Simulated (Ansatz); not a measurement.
TePd, DFT, PBEsol, PAW with Ansatz's default frozen-core files, scalar-relativistic (Ansatz 0.2.0), run on 1 thread of Arm Neoverse V2 on a shared host.

Structure from Materials Project entry mp-564 (possibly hypothetical), not relaxed further.

Command: `ansatz run input.yaml --threads 1 --pin off --max-ram 4096MiB --backend cpu --events-out ev --progress --plain --runs-dir out`

```yaml
crystal:
  lattice:
    - [4.1820076164, 0.0, 0.0]
    - [-2.0910038082, 3.6217248346, 0.0]
    - [0.0, 0.0, 5.73799994]
  atoms:
    - { symbol: Te, position: [0.3333333333, 0.6666666667, 0.25] }
    - { symbol: Te, position: [0.6666666667, 0.3333333333, 0.75] }
    - { symbol: Pd, position: [0.0, 0.0, 0.0] }
    - { symbol: Pd, position: [0.0, 0.0, 0.5] }
kpoints:
  mp_grid: { grid: [9, 9, 6] }
  band_path:
    path:
      - [0.0, 0.0, 0.0]
      - [0.5, 0.0, 0.0]
      - [0.3333333333, 0.3333333333, 0.0]
      - [0.0, 0.0, 0.0]
      - [0.0, 0.0, 0.5]
      - [0.5, 0.0, 0.5]
      - [0.3333333333, 0.3333333333, 0.5]
      - [0.0, 0.0, 0.5]
      - [0.5, 0.0, 0.5]
    npoints: 14
scf:
  occupations: { method: fermi_dirac, width: 0.05 }
hamiltonian:
  xc: pbesol
  pseudopotentials: { kind: paw }
output:
  forces: true
  stress: true
  eigenvalues: true
  efg: { contact_densities: true }
  populations: true
  bader: true
  dos: { projected: true, de: 0.2, e_range: [-14, 8] }
  write_density: true
  write_potential: true
  elf: true
  volumetric_format: npy
```

Problem. How large is the problem that the program sets up?

Solution. 48 irreducible k-points, 1669 plane waves at Γ, 41 bands.

Problem. About how long does it take, and how much memory does it use?

Solution. 34 s of wall time for 6 SCF iterations, with a peak of 0.51 GiB. Times on shared machines scatter by tens of per cent.

Problem. And the same cell and mesh by all-electron LAPW, asked for forces, stress, eigenvalues, populations, dos and the same band path, on the same hardware?

Solution. 110 s, peak memory 0.69 GiB.

Problem. And the same cell and mesh by crystal-made all-electron datasets, asked for forces, stress, eigenvalues, efg and the same band path, on the same hardware?

Solution. 34 s, peak memory 0.66 GiB.
